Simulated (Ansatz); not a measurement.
A scan (energy against volume; even scaling of the relaxed cell, symmetry kept) gave these values. Computed with PBEsol (plane waves to 420 eV, PAW, scalar-relativistic; Ansatz, an electronic-structure program).

The bulk modulus B₀ (third-order Birch-Murnaghan fit) comes out as 163 GPa. The pressure derivative B₀′ (fit) is 4.4 and the equilibrium volume of the fit is 14.61 Å³/atom.

Question: Of these crystals, all scanned alike, which one is it?
A) TaN (rock salt)
B) BaZrO₃ (cubic perovskite)
C) HgSe (zinc blende)
D) Fe (bcc, W type)

Answer: B, BaZrO₃ (cubic perovskite). The others have, for the bulk modulus: Fe 223 GPa, TaN 356 GPa, HgSe 51.5 GPa

All were relaxed with their symmetry unable to fall. At this level the bands of HgSe touch or barely overlap. BaZrO3 is run without spin polarisation. Relaxed Fe ends ferromagnetic. Spin-orbit coupling is left out. TaN is run without spin polarisation. This is a high-temperature form of TaN. The magnetic order is the one the run started from; other orders were not tried. (This holds for the magnetic or f-shell members.)

(A scan under strain: stresses follow from slopes of the energy per volume, elastic moduli from its curvatures.)
